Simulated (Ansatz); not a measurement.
A generator proposed this cell of ScTiSe4.

```xyz
6
Lattice="0.0000 4.1964 4.1964 4.1964 0.0000 4.1964 4.1964 4.1964 0.0000" Properties=species:S:1:pos:R:3 pbc="T T T"
Sc    4.1964    4.1964    4.1964
Ti    2.0982    2.0982    2.0982
Se    5.2452    7.3441    5.2452
Se    7.3441    7.3441    7.3441
Se    5.2452    5.2452    7.3441
Se    7.3441    5.2452    5.2452
```

Computed with DFT PBE, scalar-relativistic, plane waves, PAW in Ansatz. Cutoff 420 eV; k points 4×4×4 on the computed 6-atom cell (Γ-centred); Gaussian smearing, width 0.10 eV; collinear spin from starting moments 0.0 1.0 0.0 0.0 0.0 0.0 μB.

Energies over the elements count from the elements' standard structures at the same level, with no fitted energy shifts.

Question: How far from equilibrium is it?

Answer: The pressure is -5.1 GPa (it wants to contract), the largest force is 0.07 eV/Å, and the energy is +0.41 eV/atom against the elements. The shortest distance is 2.97 Å.

Question: Is it a good guess?

Answer: A fair one: relaxing gains under 0.1 eV/atom (the start's value is from the coarse mesh, so the gain is rough) in 8 ionic steps and ends at +0.33 eV/atom on the finer mesh. The symmetry stays F-43m (No. 216). The volume per atom shrinks by 11.9 %, from 24.6 to 21.7 Å³. The shortest distance goes from 2.97 Å (Se–Se) to 2.84 Å (Se–Se). Conventional cell: a = 8.045 Å. Sc is surrounded by 12 Se at 3.34 Å and 4 Ti at 3.48 Å; Ti has 12 Se at 3.33 Å and 4 Sc at 3.48 Å; around Se lie 6 Se at 2.84–2.85 Å, 3 Ti at 3.33 Å and 3 Sc at 3.34 Å.

The last run used collinear spin, an 8×8×8 mesh for its 6-atom cell and Gaussian smearing of 0.10 eV. The reference form of Se is held partly by dispersion forces, which this level lacks. Another magnetic order may lie lower. The relaxation can't lower the symmetry of the start, and the grade says only how near the guess is to its own end. A structure relaxed within its symmetry needn't be a true minimum. Another cell of ScTiSe4 relaxed alike but without spin, in P4/mmm, lies 1.27 eV/atom lower, so this cell isn't the stable form at this level.
